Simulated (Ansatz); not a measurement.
**ZnCd$_{3}$O: computed properties**

Level of theory: DFT PBE, scalar-relativistic, plane waves, PAW in Ansatz 0.2.0.

Cutoff 420 eV; k points 10×10×8 on the computed 5-atom cell (Γ-centred); Gaussian smearing, width 0.10 eV; no spin polarisation.

The structure is relaxed at this level of theory with its symmetry kept, and needn't be the ground state of this composition.

```
Zn Cd O
1.0
     4.07775    0.00000    0.00000
     0.00000    4.07775    0.00000
     0.00000    0.00000    6.30930
Zn Cd O
1 3 1
Direct
  0.50000 0.50000 0.54032
  0.50000 0.00000 0.19866
  0.00000 0.50000 0.19866
  0.00000 0.00000 0.65959
  0.00000 0.00000 0.01097
```

Question: Formation energy from the elements' standard states (uncorrected)?

Answer: -0.148 eV/atom.

Question: Kohn–Sham band gap?

Answer: none (metal).

Question: Density of states at the Fermi level?

Answer: 1.6 states/eV per cell.

Question: Bader charge by site (e)?

Answer: Zn (1 in the cell) -0.12, Cd (2 in the cell) 0.44, Cd (1 in the cell) 0.35, O (1 in the cell) -1.11.

The cell was found from a structure generator's guess, not taken from experiment.
